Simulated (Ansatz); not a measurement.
Ge$_{3}$N$_{4}$:
```yaml
crystal:
  lattice:
    - [8.05663, 0.00000, 0.00000]
    - [-4.02832, 6.97725, 0.00000]
    - [0.00000, 0.00000, 3.08459]
  atoms:
    - { symbol: Ge, position: [0.16942, 0.76283, 0.25000] }
    - { symbol: Ge, position: [0.23717, 0.40660, 0.25000] }
    - { symbol: Ge, position: [0.59340, 0.83058, 0.25000] }
    - { symbol: Ge, position: [0.83058, 0.23717, 0.75000] }
    - { symbol: Ge, position: [0.76283, 0.59340, 0.75000] }
    - { symbol: Ge, position: [0.40660, 0.16942, 0.75000] }
    - { symbol: N, position: [0.33037, 0.02579, 0.25000] }
    - { symbol: N, position: [0.97421, 0.30458, 0.25000] }
    - { symbol: N, position: [0.69542, 0.66963, 0.25000] }
    - { symbol: N, position: [0.66963, 0.97421, 0.75000] }
    - { symbol: N, position: [0.02579, 0.69542, 0.75000] }
    - { symbol: N, position: [0.30458, 0.33037, 0.75000] }
    - { symbol: N, position: [0.33333, 0.66667, 0.25000] }
    - { symbol: N, position: [0.66667, 0.33333, 0.75000] }
```

The program Ansatz at the PBEsol level (PAW) gives a gap of 2.09 eV without spin–orbit coupling, maximum at Γ, minimum at Γ.

**Question.** What happens when spin–orbit coupling is switched on?

**Answer.** The gap hardly moves, to 2.09 eV; maximum at Γ, minimum at Γ.

**Question.** Give the electron effective mass with spin–orbit coupling.

**Answer.** 0.22, 0.26, 0.26 mₑ (principal values).

**Question.** Give the hole effective mass with spin–orbit coupling.

**Answer.** 2.6, 12, 12 mₑ (principal values).

Space group P6_3/m. Symmetry was held in the PBEsol relaxation.

Potentials: the later of the program's two PAW sets.
